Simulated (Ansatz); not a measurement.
Cs2AgBiBr6: reading a single point

```
Bi Ag Cs Br
1.0
     0.00000    5.64187    5.64187
     5.64187    0.00000    5.64187
     5.64187    5.64187    0.00000
Bi Ag Cs Br
1 1 2 6
Direct
  0.00000 0.00000 0.00000
  0.50000 0.50000 0.50000
  0.25000 0.25000 0.25000
  0.75000 0.75000 0.75000
  0.25055 0.74945 0.25055
  0.25055 0.74945 0.74945
  0.74945 0.25055 0.74945
  0.74945 0.25055 0.25055
  0.25055 0.25055 0.74945
  0.74945 0.74945 0.25055
```

The numbers come from plane-wave PAW DFT (Ansatz): r2SCAN, no spin polarisation, 500 eV, 4×4×4 Γ-centred k points, fermi-dirac occupations (width 0.129 eV). Nothing was relaxed.

(1) What is the character of the valence top and the conduction bottom?

(2) What does the stress say?

(3) Which atom feels the largest force, and which way?

(4) Is there a gap, and of what kind?

(5) How is the charge shared?

Origin: a database entry at a rescaled volume. Caveats: no spin-orbit coupling, which can shift this gap by tenths of an eV.

## Answers

(1) Within 0.7 eV of the edges, the states project mainly on Br p (63 %) and Ag d (24 %) below the gap and on Bi p (49 %), Ag s (23 %) and Br p (14 %) above it.

(2) The pressure is 0.6 GPa (compression positive), so with the atoms held at these fractions the cell would first expand.

(3) The largest is on Br5 (and as large on other atoms): 0.19 eV/Å, components (0.00, 0.19, 0.00). It makes 0° with the line to a nearest neighbour, Ag2 at 2.81 Å, pointing towards it.

(4) The gap is 1.68 eV, indirect (the least direct gap found is 2.74 eV).

(5) Bader charges in e: Cs +0.88, Ag +0.56, Bi +1.49, Br -0.64. In the mean Bi gives up most and Br takes most.
